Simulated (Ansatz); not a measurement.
Si2W:
```yaml
crystal:
  lattice:
    - [-1.60143, 1.60143, 3.90828]
    - [1.60143, -1.60143, 3.90828]
    - [1.60143, 1.60143, -3.90828]
  atoms:
    - { symbol: Si, position: [0.33453, 0.33453, 0.00000] }
    - { symbol: Si, position: [0.66547, 0.66547, 0.00000] }
    - { symbol: W, position: [0.00000, 0.00000, 0.00000] }
```

Relaxed with PBEsol. Special points in fractions of this cell's reciprocal vectors: Γ (0.000, 0.000, 0.000); X (0.000, 0.000, 0.500); P (0.250, 0.250, 0.250); N (0.000, 0.500, 0.000); M (0.500, 0.500, -0.500); S (0.292, 0.708, -0.292); S0 (-0.292, 0.292, 0.292); R (-0.084, 0.084, 0.500); G (0.500, 0.500, -0.084).

Q: List the band energies nearest the Fermi level at these points for plane-wave PAW PBEsol (Ansatz code).

A: In eV from the Fermi level; about four levels below and three above (degenerate sets whole), none deeper than 8.9 eV; points with the same levels are listed once.

```csv
k,below,above
Γ,-3.74 -3.41 -2.87 -2.87,0.62 2.81 2.87
X,-5.48 -5.06 -3.31 -1.75,2.82 2.99 3.15
P,-6.65 -6.65 -3.03 -2.45 -2.45,0.09 2.99 3.66
N,-4.88 -2.82 -2.82 -0.46,2.72 2.81 3.95
M,-0.83 -0.83 -0.52 -0.52,0.80 4.51 4.96
S,-3.11 -2.72 -2.51 -0.34,1.77 2.52 3.56
R,-5.17 -4.09 -3.17 -2.32,1.98 2.13 3.06
```

Space group I4/mmm (MoSi2 or CaC2 type). The PBEsol relaxation kept the symmetry of its start. No spin polarisation was allowed. Scalar-relativistic: spin–orbit coupling is off unless named, which matters more the heavier the elements.

Potentials: the earlier of the program's two PAW sets. The files were generated under PBE; for other functionals the program regenerates the frozen cores, and for LDA and PBEsol the local potential too.
